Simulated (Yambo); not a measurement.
BSE-type run in Yambo on RbCl (rock salt, space group Fm-3m, No. 225), at zero momentum.

Quantum ESPRESSO step (PBEsol, PseudoDojo standard norm-conserving files, scalar-relativistic):
```
&CONTROL
  calculation = 'nscf'
  pseudo_dir = './pseudo'
  outdir = './out'
/
&SYSTEM
  ibrav = 0
  nat = 2
  ntyp = 2
  ecutwfc = 58.0
  ecutrho = 232.0
  occupations = 'fixed'
  force_symmorphic = .true.
  nbnd = 38
/
&ELECTRONS
  conv_thr = 2e-09
  diago_full_acc = .true.
  diago_thr_init = 1e-08
/
ATOMIC_SPECIES
Cl 35.4500 Cl.upf
Rb 85.4678 Rb.upf
CELL_PARAMETERS angstrom
  0.000000000000   3.270431712000   3.270431712000
  3.270431712000   0.000000000000   3.270431712000
  3.270431712000   3.270431712000   0.000000000000
ATOMIC_POSITIONS crystal
Cl   0.500000000000   0.500000000000   0.500000000000
Rb   0.000000000000   0.000000000000   0.000000000000
K_POINTS automatic
6 6 6 0 0 0
```

Yambo input:
```
rim_cut
optics
bse
bss
dipoles
em1s
RandQpts= 1000000
RandGvec= 1 Ry
FFTGvecs= 40 Ry
Chimod= "HARTREE"
BSKmod= "SEX"
BSEmod= "resonant"
BSSmod= "hs"
BSENGexx= 15 Ry
BSENGBlk= 1 Ry
% KfnQP_E
 3.043 | 1.0 | 1.0 |
%
% BSEQptR
 1 | 1 |
%
% BSEBands
 6 | 15 |
%
% BEnRange
 0.0 | 16.4 | eV
%
% BDmRange
 0.15 | 0.15 | eV
%
BEnSteps= 328
% BLongDir
 1.0 | 0.0 | 0.0 |
%
BSHayTrs= -0.02
BSSNEig= 24
WRbsWF
% BndsRnXs
 1 | 32 |
%
NGsBlkXs= 1 Ry
% LongDrXs
 1.0 | 1.0 | 1.0 |
%
```

From the report:

The dimension is k points × valence × conduction bands = 216 × 3 × 7 = 4536.
```
   [SLEPC] Approach                          : Krylov-Schur
   [SLEPC] Number of requested eigenvalues   :  24
   [SLEPC] Number of eigenvalues        [NEV]:  24
    [K] Dimension                                    :   4536
    [K] Bands                                        :   6  15
    [K] Exchange res                                 : yes
    [K] Correlation res                              : yes
    [K] W interaction is bare                        : no
    [K] RL vectors exchange                          :   531
    [K] RL vectors correlation                       :  15
    [W] Matrix size                                  :  15
    [W] Bands                                        :    1   32
    [W] Coulomb Cutoff                               : none
    [W] Hxc Kernel                                   : HARTREE
```

Geometry relaxed with PBEsol.
